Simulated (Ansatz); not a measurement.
SiC with Bi replacing C: gradients before and after relaxing the atoms

Start: a supercell of SiC (space group P6_3mc) built from a structure deposited in the COD (the entry's cell lengths or inner coordinates differ somewhat from later room-temperature determinations), with all atoms left at the host's positions.

Space group P3m1 (No. 156); a = 6.1900, c = 15.1700 Å, γ = 120.00°.

| site | Wyckoff | site symmetry | x | y | z |
| --- | --- | --- | --- | --- | --- |
| Si1 | 1a | 3m. | 0.0000 | 0.0000 | 0.1250 |
| Si2 | 3d | .m. | 0.0000 | 0.5000 | 0.1250 |
| Si5 | 1a | 3m. | 0.0000 | 0.0000 | 0.6250 |
| Si6 | 3d | .m. | 0.0000 | 0.5000 | 0.6250 |
| Si9 | 3d | .m. | 0.1667 | 0.3333 | 0.2917 |
| Si11 | 1c | 3m. | 0.6667 | 0.3333 | 0.2917 |
| Si13 | 3d | .m. | 0.3333 | 0.1667 | 0.7917 |
| Si14 | 1b | 3m. | 0.3333 | 0.6667 | 0.7917 |
| Si17 | 3d | .m. | 0.1667 | 0.3333 | 0.9583 |
| Si19 | 1c | 3m. | 0.6667 | 0.3333 | 0.9583 |
| Si21 | 3d | .m. | 0.3333 | 0.1667 | 0.4583 |
| Si22 | 1b | 3m. | 0.3333 | 0.6667 | 0.4583 |
| Bi | 1a | 3m. | 0.0000 | 0.0000 | 0.0000 |
| C26 | 3d | .m. | 0.0000 | 0.5000 | 0.0000 |
| C29 | 1a | 3m. | 0.0000 | 0.0000 | 0.5000 |
| C30 | 3d | .m. | 0.0000 | 0.5000 | 0.5000 |
| C33 | 3d | .m. | 0.1667 | 0.3333 | 0.1667 |
| C35 | 1c | 3m. | 0.6667 | 0.3333 | 0.1667 |
| C37 | 3d | .m. | 0.3333 | 0.1667 | 0.6667 |
| C38 | 1b | 3m. | 0.3333 | 0.6667 | 0.6667 |
| C41 | 3d | .m. | 0.1667 | 0.3333 | 0.8333 |
| C43 | 1c | 3m. | 0.6667 | 0.3333 | 0.8333 |
| C45 | 3d | .m. | 0.3333 | 0.1667 | 0.3333 |
| C46 | 1b | 3m. | 0.3333 | 0.6667 | 0.3333 |

One atom of each set is listed.

Level of theory: DFT, PBE, plane waves and PAW, scalar-relativistic, 420 eV cutoff, Γ-centred 4×4×2 k-points, Fermi–Dirac smearing 0.01 eV, cell charge -1 (Ansatz 0.2.0).

The largest force at the start is 25 eV/Å. Relaxing the ions at fixed cell moves them by 0.505 Å at most (atom 18, Si) and 0.162 Å rms.

| site | moved (Å) | first shell before | first shell after | V_zz before (10²¹ V/m²) | η before |
| --- | --- | --- | --- | --- | --- |
| Si1 | 0.450 | 3 C at 1.90 Å, 1 Bi at 1.90 Å | 3 C at 1.87 Å | -2.49 | 0.00 |
| Si2 | 0.047 | 4 C at 1.90 Å | 4 C at 1.88–1.90 Å | 0.16 | 0.03 |
| Si6 | 0.035 | 4 C at 1.90 Å | 4 C at 1.87–1.89 Å | -0.10 | 0.01 |
| Si9 | 0.101 | 4 C at 1.90 Å | 4 C at 1.86–1.89 Å | 0.38 | 0.09 |
| Si11 | 0.035 | 4 C at 1.90 Å | 4 C at 1.88–1.89 Å | 0.29 | 0.00 |
| Si13 | 0.047 | 4 C at 1.90 Å | 4 C at 1.87–1.91 Å | -0.15 | 0.69 |
| Si14 | 0.156 | 4 C at 1.90 Å | 4 C at 1.86–1.87 Å | -0.052 | 0.00 |
| Si17 | 0.505 | 3 C at 1.90 Å, 1 Bi at 1.90 Å | 3 C at 1.88–1.89 Å, 2 Si at 2.32 Å; also 1 Bi at 2.38 Å | -2.55 | 0.18 |
| Si19 | 0.035 | 4 C at 1.90 Å | 4 C at 1.87–1.93 Å | -0.24 | 0.00 |
| Si22 | 0.057 | 4 C at 1.90 Å | 4 C at 1.84–1.88 Å | 0.091 | 0.00 |
| Bi | 0.036 | 4 Si at 1.90 Å | 4 Si at 2.38 Å | 2.12 | 0.00 |
| C26 | 0.076 | 4 Si at 1.90 Å | 4 Si at 1.87–1.89 Å | 0.21 | 0.33 |
| C33 | 0.146 | 4 Si at 1.90 Å | 4 Si at 1.86–1.90 Å | -0.15 | 0.70 |
| C38 | 0.116 | 4 Si at 1.90 Å | 4 Si at 1.86–1.88 Å | 0.082 | 0.00 |
| C41 | 0.170 | 4 Si at 1.90 Å | 4 Si at 1.87–1.88 Å | 0.23 | 0.19 |
| C46 | 0.112 | 4 Si at 1.90 Å | 4 Si at 1.84–1.87 Å | 0.050 | 0.00 |

(1) What are V_zz and η after the relaxation?

Results:

(1) 

```json
{"site": "Si1", "V_zz after": "1.39", "η after": "0.00", "change of V_zz": "+3.88"}
{"site": "Si2", "V_zz after": "0.59", "η after": "0.84", "change of V_zz": "–"}
{"site": "Si6", "V_zz after": "-0.32", "η after": "0.62", "change of V_zz": "-0.22"}
{"site": "Si9", "V_zz after": "0.60", "η after": "0.53", "change of V_zz": "–"}
{"site": "Si11", "V_zz after": "-0.44", "η after": "0.00", "change of V_zz": "-0.73"}
{"site": "Si13", "V_zz after": "0.59", "η after": "0.90", "change of V_zz": "+0.74"}
{"site": "Si14", "V_zz after": "0.48", "η after": "0.00", "change of V_zz": "+0.53"}
{"site": "Si17", "V_zz after": "-1.78", "η after": "0.83", "change of V_zz": "+0.77"}
{"site": "Si19", "V_zz after": "0.88", "η after": "0.00", "change of V_zz": "+1.12"}
{"site": "Si22", "V_zz after": "-0.45", "η after": "0.00", "change of V_zz": "-0.54"}
{"site": "Bi", "V_zz after": "14.86", "η after": "0.00", "change of V_zz": "+12.74"}
{"site": "C26", "V_zz after": "-1.14", "η after": "0.68", "change of V_zz": "-1.35"}
{"site": "C33", "V_zz after": "0.69", "η after": "0.83", "change of V_zz": "–"}
{"site": "C38", "V_zz after": "-0.67", "η after": "0.00", "change of V_zz": "-0.75"}
{"site": "C41", "V_zz after": "-0.33", "η after": "0.22", "change of V_zz": "-0.56"}
{"site": "C46", "V_zz after": "-0.49", "η after": "0.00", "change of V_zz": "-0.54"}
```

The largest change of V_zz along a kept axis is on Bi, from 2.12 to 14.86. Small gradients that grow severalfold: C26 (0.21 to -1.14). Where |V_zz| stays above 0.1 and the axes keep their order, η moves most on Si17, from 0.18 to 0.83. On C41 V_xx and V_yy change places (or their axes turn by over 50°), so the two values of η hide a larger change. V_zz changes sign on Si1 (same axis), Si11 (same axis), Si19 (same axis), C41 (axis turned by 20°), C26 (same axis), Si13 (axis turned by 32°), Si22 (same axis), C38 (same axis) and 5 more sites (not all in the table). On Si9, Si2, C33, Si21 (not all in the table) the largest principal value lies along another axis in the second run, so the two V_zz can't be compared directly. The table leaves out 8 of the 24 sites, with |V_zz| up to 0.29; their tensors move by 0.36 at most along any direction. The statements above cover all sites. The host's own positions weren't relaxed first, so part of the change far from the defect can be the host's relaxation.

The run isn't spin-polarised, and a state with spin may lie lower. The defect repeats with the cell of 48 atoms, so it feels its images: sites between two images don't show the values beside a lone defect, and zeros or small values of η there can come from the images' arrangement. C and Si carry a gradient in the pure host already, so the values there aren't the defect's effect alone. A uniform background compensates the cell's charge. The defect cell has no gap above 0.1 eV on its mesh, so the values can hang on the smearing and the k-mesh. Spin–orbit coupling is left out, which shifts gradients on Bi by a few per cent in wide-gap crystals, and can shift them far more where the calculated gap is small or absent, as here.
Before: The cell keeps the host's lattice, where the PBE pressure is 19 GPa (in a charged cell this depends on the convention for the mean potential). The neighbours have not yet relaxed around the defect (largest force 25 eV/Å), so the values at and beside it are those of a strained start, not of the defect in a real crystal.
After: The relaxation keeps the site symmetry 3m of the start, so the impurity can move only along its axis; a distortion that would localise the partly filled state isn't explored. The cell keeps the host's lattice, where the PBE pressure is 10 GPa (in a charged cell this depends on the convention for the mean potential).
